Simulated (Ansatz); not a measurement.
All numbers below come from DFT PBE, scalar-relativistic, plane waves, PAW in Ansatz 0.2.0. All cells share a 420 eV cutoff and Γ-centred k meshes spaced at most about 0.3 Å⁻¹ (about 0.25 or finer for metals, 2π included). No spin polarisation in the final relaxations.

These are static total energies at zero pressure. All come from trial cells, and lower structures may exist.

**Question.** Which of these relaxed structures of SbO₅ is the lowest in energy?
A.

```
CELL_PARAMETERS angstrom
4.63149 0.00000 0.00000
-2.31575 4.01099 0.00000
0.00000 0.00000 4.06361
ATOMIC_POSITIONS crystal
Sb 0.00000 0.00000 0.00000
O 0.33333 0.66667 0.16427
O 0.33333 0.66667 0.83573
O 0.66667 0.33333 0.83573
O 0.66667 0.33333 0.16427
O 0.00000 0.00000 0.50000
```

B.

```
CELL_PARAMETERS angstrom
3.31105 0.00000 0.00000
-1.65552 2.86745 0.00000
0.00000 0.00000 10.60105
ATOMIC_POSITIONS crystal
Sb 0.00000 0.00000 0.00000
O 0.66667 0.33333 0.88612
O 0.00000 0.00000 0.56117
O 0.66667 0.33333 0.50000
O 0.00000 0.00000 0.43883
O 0.66667 0.33333 0.11388
```

C.

```
CELL_PARAMETERS angstrom
3.76519 0.00000 0.00000
-1.88260 3.26075 0.00000
0.00000 0.00000 5.85275
ATOMIC_POSITIONS crystal
Sb 0.00000 0.00000 0.00000
O 0.00000 0.50000 0.50000
O 0.50000 0.50000 0.50000
O 0.33333 0.66667 0.00000
O 0.50000 0.00000 0.50000
O 0.66667 0.33333 0.00000
```

**Answer.** A. It has space group P6/mmm (No. 191); the next, B, with space group P-6m2 (No. 187), lies 0.44 eV/atom higher. Counting O atoms around Sb (those within 1.25 times the shortest such distance or 1.15 times the sum of covalent radii), the lowest has Sb 2 and the next has Sb 6. The lowest and the next both hold O–O pairs. Even the lowest lies +0.13 eV/atom against the elements.

Weakly bound directions are ill-defined at this level, which has no dispersion term (P6/mmm at 12.6 Å³/atom, P-6m2, P6/mmm at 12.0 Å³/atom), and this can change margins and order among such cells. These runs have no spin–orbit coupling, which can matter for Sb. In P6/mmm at 12.6 Å³/atom, P-6m2, P6/mmm at 12.0 Å³/atom an odd number of electrons in the primitive cell allows no gap without spin; a larger cell or a magnetic state could open one. A magnetic state wasn't ruled out in cells without spin, among them P6/mmm at 12.6 Å³/atom, P-6m2, P6/mmm at 12.0 Å³/atom. Cells relaxed within their symmetry can be saddle points. Some structure types and database cells were kept out of the candidates from the start, so a known form may be missing.
